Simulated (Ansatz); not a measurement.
Ir (fcc, Cu type): scan of one atom of the cell

Starting cell, Ir (fcc, Cu type):

```
Ir
1.0
    3.87085     0.00000     0.00000
    0.00000     3.87085     0.00000
    0.00000     0.00000     3.87085
Ir
4
Direct
  0.00000   0.00000   0.00000
  0.50000   0.50000   0.00000
  0.50000   0.00000   0.50000
  0.00000   0.50000   0.50000
```

In this cell atom 3 (Ir, nearest neighbour Ir at 2.737 Å; its periodic images, 3.9 Å or more away, move with it) is moved by s along Cartesian x, unit vector (1.000, 0.000, 0.000); all other atoms and the cell stay fixed.

Method: PBE (plane waves to 420 eV, PAW, scalar-relativistic; Ansatz, a program for electronic structure). k mesh 10×10×10 (Γ-centred), Fermi-Dirac smearing 0.05 eV. The energy includes the smearing's −TS. Stress and pressure are positive under compression. With partly filled bands, energies and forces of such displacements shift with the k mesh and the smearing. F∥ is the force on the atom along that direction. Ir is run without spin polarisation. Ir was relaxed with its symmetry unable to fall. Spin-orbit coupling is left out, though Ir is heavy. The zero of ΔE is the undisplaced structure.

```json
[
 {"s (Å)": "-0.550", "ΔE (meV/cell)": "2330", "P (GPa)": "27.3", "F∥ (eV/Å)": "9.644"},
 {"s (Å)": "-0.440", "ΔE (meV/cell)": "1408", "P (GPa)": "17.2", "F∥ (eV/Å)": "7.111"},
 {"s (Å)": "-0.330", "ΔE (meV/cell)": "754", "P (GPa)": "9.6", "F∥ (eV/Å)": "4.888"},
 {"s (Å)": "-0.220", "ΔE (meV/cell)": "323", "P (GPa)": "4.2", "F∥ (eV/Å)": "3.005"},
 {"s (Å)": "-0.110", "ΔE (meV/cell)": "79", "P (GPa)": "1.0", "F∥ (eV/Å)": "1.454"},
 {"s (Å)": "0.000", "ΔE (meV/cell)": "0", "P (GPa)": "-0.1", "F∥ (eV/Å)": "0.000"},
 {"s (Å)": "0.110", "ΔE (meV/cell)": "79", "P (GPa)": "1.0", "F∥ (eV/Å)": "-1.454"},
 {"s (Å)": "0.220", "ΔE (meV/cell)": "323", "P (GPa)": "4.2", "F∥ (eV/Å)": "-3.005"},
 {"s (Å)": "0.330", "ΔE (meV/cell)": "754", "P (GPa)": "9.6", "F∥ (eV/Å)": "-4.888"},
 {"s (Å)": "0.440", "ΔE (meV/cell)": "1408", "P (GPa)": "17.2", "F∥ (eV/Å)": "-7.111"},
 {"s (Å)": "0.550", "ΔE (meV/cell)": "2330", "P (GPa)": "27.3", "F∥ (eV/Å)": "-9.644"}
]
```

Key numbers:

The energy at s = 0.550 Å comes out as 2330 meV/cell and the force along the line at s = -0.550 Å is 9.64 eV/Å. The force constant k = d²E/ds² at s = 0 (finite differences) is 13.1 eV/Å². Symmetry of the curve: even: the same for both signs. Shape of the curve: a single well with its minimum at or next to zero displacement. Harmonic estimate at the end of the scan: ½ks² = 1978 meV/cell against the computed 2330 meV/cell, so the well is stiffer than harmonic there.

(For displaced atoms, the force is minus the slope of the energy, and its curvature is a force constant, which sets phonon frequencies.)
